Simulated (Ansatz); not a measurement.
Crystals of one structure type (zinc blende) and one family of elements, relaxed and computed with the program Ansatz at the LDA level (PAW).

```csv
crystal,V (Å³/atom),B₀ by P(V) fit (GPa)
GaN,11.05,202
BP,11.32,?
BAs,13.24,147
AlP,20.06,89.9
GaAs,21.98,74.0
AlAs,22.29,75.4
InP,24.72,71.2
```

Task: Fit a straight line to ln B₀ against ln V and predict the withheld value.

Result: Least squares on the 6 shown rows: ln B₀ = -1.32 × ln V + (8.440), with a scatter of 4.3 %. For BP this gives 188. The run itself gave 176, a miss of 6.8 % of that.

All cells were relaxed under the symmetry of their starts (and spin orders); stability against distortions was not tested throughout. Scalar-relativistic: spin–orbit coupling is off unless named, which matters more the heavier the elements.

Potentials: the earlier of the program's two PAW sets. The files were generated under PBE; for other functionals the program regenerates the frozen cores, and for LDA and PBEsol the local potential too.
